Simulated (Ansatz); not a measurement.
Given:

CaCu₂Si₂:
```
CaCu2Si2
1.0
   -2.01769     2.01769     4.92747
    2.01769    -2.01769     4.92747
    2.01769     2.01769    -4.92747
Ca Si Cu
1 2 2
Direct
  0.00000   0.00000   0.00000
  0.62034   0.62034   0.00000
  0.37966   0.37966   0.00000
  0.75000   0.25000   0.50000
  0.25000   0.75000   0.50000
```

This is the r²SCAN-relaxed structure.

Problem. All from plane-wave PAW r²SCAN (Ansatz code), unless another level is named. Give the electronic character.

Solution. metallic (no gap).

Problem. Give the density of states at the Fermi level.

Solution. 0.29 states/eV per atom (mean over ±0.08 eV).

Problem. Give the formation energy from the elements (no fitted shifts).

Solution. -0.43 eV/atom.

Space group I4/mmm. The workflow started from a Materials Project entry (that database holds measured and hypothetical structures alike); the Crystallography Open Database files this formula in space group No. 139, but the cells were not matched. Its standing as an ambient phase is unchecked. Symmetry was held in the r²SCAN relaxation; whether a distortion lowers the energy is not shown. No spin polarisation was allowed. The references are the lowest solids computed at this level, not always the standard phases.

Potentials: the later of the program's two PAW sets.
